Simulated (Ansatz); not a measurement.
A geometry of Cr away from equilibrium: step 2 of the relaxation of a generated cell, Cr built in the AFLOW prototype A_tP12_96_ab (as in Si). These are PBEsol (plane waves to 420 eV, PAW, scalar-relativistic; Ansatz, a quantum-chemistry and plane-wave program) values and carry that method's errors. Γ-centred k-mesh 6×6×5 on the run's cell (coarser than for final values), Fermi–Dirac smearing 0.05 eV.

```xyz
12
Lattice="4.8837 0.0000 0.0000 0.0000 4.8837 0.0000 0.0000 0.0000 6.1026" Properties=species:S:1:pos:R:3:forces:R:3 pbc="T T T" free_energy=-40177.396 pressure_GPa=7.8
Cr     0.4888     0.4888     0.0000    1.0417    1.0417    0.0000
Cr     2.9307     1.9530     1.5256    1.0417   -1.0417    0.0000
Cr     1.9530     2.9307     4.5769   -1.0417    1.0417    0.0000
Cr     4.3949     4.3949     3.0513   -1.0417   -1.0417    0.0000
Cr     0.8579     1.8014     1.8642   -0.8973   -0.2917    1.5764
Cr     3.2997     0.6405     5.7640   -0.8973    0.2917   -1.5764
Cr     1.5840     4.2432     2.7127    0.8973   -0.2917   -1.5764
Cr     4.0258     3.0823     4.9155    0.8973    0.2917    1.5764
Cr     3.0823     4.0258     1.1871    0.2917    0.8973   -1.5764
Cr     0.6405     3.2997     0.3386    0.2917   -0.8973    1.5764
Cr     4.2432     1.5840     3.3898   -0.2917    0.8973    1.5764
Cr     1.8014     0.8579     4.2384   -0.2917   -0.8973   -1.5764
```

Positions in Å, forces in eV/Å, free energy of the cell in eV (comparable only within this code, potentials and settings). Largest force: 1.84 eV/Å, on Cr5, Cr6, Cr7, Cr8, Cr9, Cr10, Cr11, Cr12 (atoms numbered as listed); the geometry lies 0.43 eV/atom above the end of its relaxation.

Spin-polarised start, with parallel moments on Cr.

No spin polarisation in the result: the starting moments vanished. A magnetic state may lie lower.

The run could not lose the symmetry of its start: the end is stationary, and may be a saddle point rather than a minimum.

The end of the path is a generated cell of Cr: the first start was made by placing the elements on the sites of a structure type, and the end was not matched to a known phase here, so it may be hypothetical. Known forms of Cr include space group No. 229.
